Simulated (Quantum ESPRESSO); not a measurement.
W2Al4TiIr, a guest atom moved from site to site

Computed values, not a measurement. The program is pw.x of Quantum ESPRESSO 7.5 (plane-wave density functional theory). The cell is made up: eight metal atoms on a hexagonal close-packed lattice, with elements, volume, strain and displacements drawn at random and not relaxed, so it may be unstable or far from any real phase. PseudoDojo standard norm-conserving files set the functional (PBE unless stated); there is no spin polarisation or spin-orbit coupling, the Fermi-Dirac width of 0.25 eV means electrons at about 2900 K, and the masses in the input are unused placeholders. Heavy elements are run without spin-orbit coupling, which real alloys of them have. A spin test at this wide smearing found no moment, but such smearing suppresses magnetism that the real alloy may have.

The runs move one W atom among sites that otherwise hold Al. Cell, positions, cutoff, mesh and smearing stay as in the input of run 1; sites are counted in its order. Stress in the tables is positive in tension.

Input of run 1:

```
&control calculation='scf', pseudo_dir='./dojo.nc.sr.pbe.v0_5.standard.upf', outdir='./o', disk_io='minimal', tprnfor=.true., tstress=.true. /
&system ibrav=0, nat=8, ntyp=4, nbnd=48, ecutwfc=84.00895049, nosym=.true., tot_charge=0,
 occupations='smearing', smearing='fd', degauss=0.0183746611
/
&electrons conv_thr=1.470e-08, electron_maxstep=70, mixing_beta=0.5 /
ATOMIC_SPECIES
Al 1.0 Al.upf
Ir 1.0 Ir.upf
Ti 1.0 Ti.upf
W 1.0 W.upf
CELL_PARAMETERS angstrom
2.8457 -0.0128 4.5805
2.8318 -0.0103 -4.5717
-2.8588 5.0037 -0.0058
ATOMIC_POSITIONS angstrom
W 0.0138 -0.0235 -0.0108
Al -1.4512 2.4667 -0.0525
Al 2.8227 1.6138 -2.3084
W 1.3793 4.1669 -2.278
Al 2.7662 -0.0711 0.0612
Ti 1.4064 2.5242 0.0396
Ir 2.8987 1.6125 2.3138
Al 1.3378 4.1653 2.3164
K_POINTS automatic
5 5 5 1 1 1
```

```
run  elements on sites 1 to 8  free energy less that of run 1 (eV)  -TS (eV)  pressure (GPa)  stress xx (GPa)  stress yy (GPa)  stress zz (GPa)  stress yz (GPa)  stress xz (GPa)  stress xy (GPa)  iterations
  1     W Al Al W Al Ti Ir Al                                0.000    -1.358           -6.51             8.68             6.77             4.07             2.29            -0.73            -2.35          12
  2     Al W Al W Al Ti Ir Al                               -0.274    -1.242           -8.37             9.91             9.50             5.71             0.38             1.61            -1.69          12
  3     Al Al W W Al Ti Ir Al                               -0.275    -1.223           -7.50             5.62             8.43             8.46             0.28            -1.24            -2.64          13
  4     Al Al Al W W Ti Ir Al                               -0.260    -1.192           -7.27             8.64             7.57             5.59            -1.07            -0.97            -2.43          13
  5     Al Al Al W Al Ti Ir W                               -0.343    -1.246           -7.50             9.32             5.04             8.13            -0.06            -0.91             0.16          12
```

Forces Fx Fy Fz (eV/Å):

| site | run 1 | run 2 | run 3 | run 4 | run 5 |
| --- | --- | --- | --- | --- | --- |
| 1 | -0.03 -0.53 0.45 | -0.40 0.18 -0.08 | -0.44 0.50 -0.08 | -0.32 0.41 -0.35 | -0.43 0.25 -0.08 |
| 2 | 0.06 -0.39 0.50 | 0.26 0.66 0.28 | 0.09 -0.57 0.42 | 0.22 -0.44 0.53 | 0.14 -0.25 0.22 |
| 3 | -0.31 -0.12 0.03 | -0.39 -0.08 0.16 | 0.20 -0.27 0.60 | -0.17 -0.10 0.65 | -0.13 0.12 0.17 |
| 4 | -0.79 -0.18 -0.66 | -0.49 -0.33 -0.19 | -0.63 0.16 -0.29 | -0.74 -0.33 -0.56 | -0.55 -0.58 -0.28 |
| 5 | 0.56 0.60 -0.13 | 0.61 0.47 -0.01 | 0.54 0.75 -0.36 | 0.64 0.17 -0.62 | 0.52 0.39 -0.10 |
| 6 | 0.29 -0.27 0.06 | 0.11 -0.20 -0.23 | 0.07 -0.29 -0.13 | 0.02 -0.14 0.17 | 0.11 0.46 -0.13 |
| 7 | -0.29 0.66 -0.04 | -0.22 -0.76 -0.08 | -0.21 -0.29 0.16 | -0.22 0.30 0.23 | -0.13 0.22 -0.10 |
| 8 | 0.51 0.22 -0.21 | 0.51 0.06 0.15 | 0.38 0.02 -0.32 | 0.57 0.14 -0.05 | 0.47 -0.61 0.29 |

The sites are displaced and not relaxed, so the energy differences mix bonding between neighbours with strain and are not ordering energies. A rerun of one cell of this series at a higher cutoff and on a denser mesh moved values by no more than 0.002 eV in energy, 0.05 GPa in stress and 0.003 eV/Å in force, and a second program with other atomic files agreed on that cell to 2 % rms in force and 0.5 GPa in pressure.